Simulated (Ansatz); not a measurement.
KLuS₂:
```xyz
4
Lattice="1.9759 1.1408 7.3026 -1.9759 1.1408 7.3026 0.0000 -2.2816 7.3026" Properties=species:S:1:pos:R:3 pbc="T T T"
Lu     0.0000     0.0000    10.9539
K      0.0000     0.0000     0.0000
S      0.0000     0.0000     5.1063
S      0.0000     0.0000    16.8016
```

Relaxed with r²SCAN.

Task: Map the valence electron density (e/Å³), cut off at 1 on the plane through (0.500, 0.500, 0.500) spanned by u = [1, 0, 0] and v = [-1, 1, 1] in lattice vectors, from DFT-r²SCAN in the program Ansatz with PAW potentials.

Result: x is the fraction of u, y of v (the angle between them is 49°; rows are the nearest grid lines); atoms in the plane: Lu at (0.00, 0.00), K at (0.00, 0.50), S at (0.47, 0.73), S at (0.53, 0.27).
```
|999994100000000000000000000000001499999|
|999999621111111000000000000000000027999|
|999999932222222110000000000000000002699|
|369999743334566543210000000000000000013|
|001122212235899999853110000000000000000|
|000000000123699965999631000000000000000|
|000000000012479950289953100000000000000|
|000000000001136998437996321000000000000|
|000000000000012358999998531100123444210|
|841000000000000112456776432100126999998|
|995100000000000011233444321100126999999|
|999951000000000000011111111000012799999|
|999997210000111111110000000000000159999|
|999999621001123444332110000000000001599|
|899999621001234677654211000000000000148|
|012444321001135899999853210000000000000|
|000000000000123699734899631100000000000|
|000000000000001359982059974210000000000|
|000000000000000136999569996321000000000|
|000000000000000011358999998532212221100|
|310000000000000000012345665433347999963|
|996200000000000000000011222222239999999|
|999720000000000000000000111111126999999|
|999994100000000000000000000000001499999|
```
Scale: ten equal steps from 0.010 (start of '0') to 1.00 (end of '9'), in the order '0123456789'; x runs from 0.000 to 1.00, y from 0.000 (bottom) to 1.00 (top).

The density is the valence pseudo-density with augmentation charge, so density and ELF within about 1 Å of a nucleus are not all-electron values.

Space group R-3m. The workflow started from an entry of the Crystallography Open Database (COD, 301 K). Whether it is the stable phase at ambient conditions was not checked. Symmetry was held in the r²SCAN relaxation; whether a distortion lowers the energy is not shown. Scalar-relativistic: spin–orbit coupling is off unless named, which matters more the heavier the elements.

Potentials: the later of the program's two PAW sets.
